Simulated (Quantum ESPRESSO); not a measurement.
# Moving one atom in CaZn2MgO4

Calculated results; nothing here was measured. They come from pw.x of Quantum ESPRESSO 7.5, a plane-wave density functional program, with PseudoDojo standard norm-conserving files (v0.5 for PBE, v0.4.1 for LDA and PBEsol). The cells are made up: elements, strain and atom displacements were drawn at random, and nothing was relaxed. There is no spin polarisation, spin-orbit coupling or dispersion term.

The cell has 8 sites of a rocksalt lattice. Sites 1 to 4 hold Ca Zn Mg Zn; sites 5 to 8 hold O O O O. Cell vectors in Å: (4.469, -0.019, -0.010); (-0.019, 4.390, 0.065); (-0.010, 0.065, 4.363). Settings: PBE, cutoff 1143 eV, 4 x 4 x 4 k mesh shifted by half a step, Fermi-Dirac smearing of 0.025 eV.

Each run shifts the Zn atom on site 4 along y and leaves all else fixed. Site 5 is one of its nearest neighbours. E is the free energy of the cell above the lowest run shown.

| run | shift (Å) | Fy on site 4 (eV/Å) | Fy on site 5 (eV/Å) | P (GPa) | E (meV) |
| --- | --- | --- | --- | --- | --- |
| 1 | -0.1321 | 0.561 | -0.414 | 9.12 | 29.4 |
| 2 | -0.1064 | 0.408 | -0.363 | 8.96 | 17.0 |
| 3 | -0.0601 | 0.178 | -0.314 | 8.74 | 3.7 |
| 5 | -0.0190 | 0.009 | -0.304 | 8.62 | 0.0 |
| 6 | 0.0506 | -0.241 | -0.319 | 8.56 | 8.2 |
| 7 | 0.1132 | -0.472 | -0.327 | 8.66 | 30.4 |
| 4 | -0.0335 | ? | ? | ? | ? |

A rerun of one of these cells at 1437 eV and k mesh 6 x 6 x 6 moved values by no more than 0.002 eV in the cell's energy, 0.04 GPa in stress and 0.010 eV/Å in force.

## Worked fit

A parabola through the six runs shown gives Fy on site 4 = -0.069 - 4.03 u + 4.9 u² eV/Å, with u in Å and a scatter of 0.017 eV/Å. Minus the slope, 4.03 ± 0.39 eV/Å², is this atom's force constant along y at u = 0, with its periodic images moving too. The fitted force vanishes at u = -0.017 Å, where the energy should be lowest along this line. The error is the larger of the fit's own and the change that a cubic makes, rounded up.

## Withheld run

Question: what Fy on site 4 should run 4 give?

The fit gives 0.072 eV/Å. The calculation gave 0.066 eV/Å.

```
run,shift (Å),Fy on site 4 (eV/Å),Fy on site 5 (eV/Å),P (GPa),E (meV)
4,-0.0335,0.066,-0.305,8.66,0.5
```